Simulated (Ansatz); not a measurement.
One crystal and one scan (scan of one atom of the cell) at two levels, PBEsol (plane waves to 420 eV, PAW, scalar-relativistic; Ansatz, a quantum-chemistry and plane-wave program) and PBE (plane waves to 420 eV, PAW, scalar-relativistic; Ansatz), each from its own relaxed cell and on its own mesh. The cell shown is that of PBEsol.

Starting cell, InSb (zinc blende):

```
InSb
1.0
    0.00000     3.25957     3.25957
    3.25957     0.00000     3.25957
    3.25957     3.25957     0.00000
Sb In
1 1
Direct
  0.75000   0.75000   0.75000
  0.00000   0.00000   0.00000
```

In this cell atom 1 (Sb, nearest neighbour In at 2.823 Å; its periodic images, 4.6 Å or more away, move with it) is moved by s along Cartesian z, unit vector (0.000, 0.000, 1.000); all other atoms and the cell stay fixed.

The energy includes the smearing's −TS. InSb was relaxed with its symmetry unable to fall. Spin-orbit coupling is left out, though Sb is heavy. With partly filled bands, energies and forces of such displacements shift with the k mesh and the smearing. Percentages come from the unrounded values.

Results of PBEsol:

```
Item                                                                                                                       Value
----------------------------------------------------------------  --------------------------------------------------------------
Lattice constant a (Å)                                                                                                     6.519
Force constant k = d²E/ds² at s = 0 (finite differences) (eV/Å²)                                                            6.53
Zone-centre optical wavenumber from k (cm⁻¹)                                                                                 173
Shape of the curve                                                a single well with its minimum at or next to zero displacement
```

What does PBE give for the same quantities?


| quantity | PBE | PBEsol − PBE |
|---|---|---|
| Lattice constant a (Å) | 6.635 | -0.116 (-1.7 %) |
| Force constant k = d²E/ds² at s = 0 (finite differences) (eV/Å²) | 5.90 | +0.63 (+11 %) |
| Zone-centre optical wavenumber from k (cm⁻¹) | 165 | +8 (+5 %) |

PBEsol gives the higher value for: force constant k = d²E/ds² at s = 0; zone-centre optical wavenumber from k. PBEsol gives the lower value for: lattice constant a. (PBEsol) At this level the bands of InSb touch or barely overlap; measurements give the solid a gap. (PBE) At this level the bands of InSb touch or barely overlap; measurements give the solid a gap. Both give the same shape of the curve: a single well with its minimum at or next to zero displacement.

(A displaced cell: forces are minus the slopes of the energy, force constants its curvatures, and phonons follow from these.)
